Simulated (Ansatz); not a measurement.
This guess for BaHf3O2 is about to be relaxed.

```
Ba Hf O
1.0
     3.39682    0.00000    0.00000
     0.00000    3.39682    0.00000
     0.00000    0.00000   11.35493
Ba Hf O
1 3 2
Direct
  0.50000 0.50000 0.50000
  0.00000 0.00000 0.00000
  0.00000 0.00000 0.71455
  0.00000 0.00000 0.28545
  0.50000 0.50000 0.84736
  0.50000 0.50000 0.15264
```

The calculation used DFT PBE, scalar-relativistic, plane waves, PAW in Ansatz. Cutoff 420 eV, Gaussian smearing, Γ-centred meshes. Cell and atoms relax first on a coarse mesh and then on a finer one. In between, the cell is made exact in the group found at 0.06 Å. In metals the finer mesh still leaves noise of several meV/atom or more. The steps can't lower the symmetry of their start. No spin polarisation.

A guess keeps its type if space group and coordination stay and the shape of the cell changes little (axis ratios within about 15 %, angles within 6°); the volume may change.

Question: Will the relaxed cell still be of the starting type?

Answer: It doesn't keep its type. The symmetry stays P4/mmm (No. 123). The volume per atom shrinks by 10.9 %, from 21.8 to 19.5 Å³. The shortest distance goes from 2.84 Å (Hf–O) to 2.20 Å (Hf–O). The ratio c/a of the conventional cell changes by a factor of 1.20. Counting neighbours within 15 % of an atom's shortest distance, the start has Ba 12, Hf 5/14, O 8 and the end Ba 6, Hf 4/6, O 4. In detail, at the end Ba is surrounded by 2 O at 2.85 Å, 4 Ba at 3.08 Å, 8 Hf at 3.87 Å, 8 O at 4.19 Å and 4 Ba at 4.35 Å; Hf on a site of symmetry 4/mmm is surrounded by 6 Hf at 2.96–3.08 Å; around O lie 4 Hf at 2.20 Å and 1 Ba at 2.85 Å; 1 more site not described.

```
Ba Hf O
1.0
     3.07889    0.00000    0.00000
     0.00000    3.07889    0.00000
     0.00000    0.00000   12.31769
Ba Hf O
1 3 2
Direct
  0.50000 0.50000 0.50000
  0.00000 0.00000 0.00000
  0.00000 0.00000 0.75945
  0.00000 0.00000 0.24055
  0.50000 0.50000 0.73114
  0.50000 0.50000 0.26886
```

The last run used a 12×12×4 mesh (in the run's order of axes) for its 6-atom cell and Gaussian smearing of 0.10 eV. Spin–orbit coupling, which can matter for Hf, is left out. A structure relaxed within its symmetry needn't be a true minimum. Another cell of BaHf3O2 relaxed alike, in P4/mmm, lies 0.37 eV/atom lower, so this cell isn't the stable form at this level.

In counts of neighbours, a slash parts the counts of unlike sites.
